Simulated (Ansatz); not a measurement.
Input deck for Ansatz 0.2.0, then the block of the output on the nuclei.

The cell is a COD entry, atoms as given.

```yaml
crystal:
  lattice:
    - [4.157, 0.0, 0.0]
    - [0.0, 4.157, 0.0]
    - [0.0, 0.0, 4.157]
  atoms:
    - { symbol: La, position: [0.0, 0.0, 0.0] }
    - { symbol: B, position: [0.1975, 0.5, 0.5] }
    - { symbol: B, position: [0.5, 0.1975, 0.5] }
    - { symbol: B, position: [0.8025, 0.5, 0.5] }
    - { symbol: B, position: [0.5, 0.8025, 0.5] }
    - { symbol: B, position: [0.5, 0.5, 0.1975] }
    - { symbol: B, position: [0.5, 0.5, 0.8025] }
kpoints:
  mp_grid: { grid: [7, 7, 7] }
scf:
  occupations: { method: fermi_dirac, width: 0.05 }
hamiltonian:
  xc: pbe
  pseudopotentials: { kind: paw }
output:
  forces: true
  stress: true
  populations: true
  efg:
    quadrupole_moments_barn: { La: 0.206, B: 0.04059 }
    contact_densities: true
```

```sh
ansatz run input.yaml --threads 1 --pin off --max-ram 3072MiB --backend cpu --events-out ev --progress --plain --runs-dir out
```

Of the output, the block on the nuclei alone is shown; the set-up, the SCF iterations, energies, forces and stress are cut.

```
--- PAW observables at the nuclei: V_zz in 10²¹ V/m², potentials from the cell's mean, atoms counted from 1 ---
  atom   1  La V_zz =    +0.000000   η = 0.0000   by run symmetry: forbidden   C_q = +0.0000 MHz
            electrostatic potential = -9875.874812 V   contact ρ = 2247045.665653 e/Å³
  atom   2  B  V_zz =    -1.090186   η = 0.0000   by run symmetry: allowed   C_q = -1.0700 MHz
            electrostatic potential = -329.618065 V   contact ρ = 486.332798 e/Å³
  atom   3  B  V_zz =    -1.090186   η = 0.0000   by run symmetry: allowed   C_q = -1.0700 MHz
            electrostatic potential = -329.618065 V   contact ρ = 486.332798 e/Å³
  atom   4  B  V_zz =    -1.090186   η = 0.0000   by run symmetry: allowed   C_q = -1.0700 MHz
            electrostatic potential = -329.618065 V   contact ρ = 486.332798 e/Å³
  atom   5  B  V_zz =    -1.090186   η = 0.0000   by run symmetry: allowed   C_q = -1.0700 MHz
            electrostatic potential = -329.618065 V   contact ρ = 486.332798 e/Å³
  atom   6  B  V_zz =    -1.090186   η = 0.0000   by run symmetry: allowed   C_q = -1.0700 MHz
            electrostatic potential = -329.618065 V   contact ρ = 486.332798 e/Å³
  atom   7  B  V_zz =    -1.090186   η = 0.0000   by run symmetry: allowed   C_q = -1.0700 MHz
            electrostatic potential = -329.618065 V   contact ρ = 486.332798 e/Å³
```

Hardware: 1 thread of Arm Neoverse V2 (aarch64; 28 cores open to the job, memory cap 3.0 GiB, no GPU), a shared host with a load of 0.2 a core. Wall time 4.1 s, CPU time 4.1 s, peak memory 0.41 GiB.

The largest force is 0.6 eV/Å, so the atoms aren't at the calculated equilibrium and relaxing them would move these values. With no gap above 0.1 eV, as in a metal, the gradients converge slowly in k; expect changes of a tenth or more on a denser mesh.
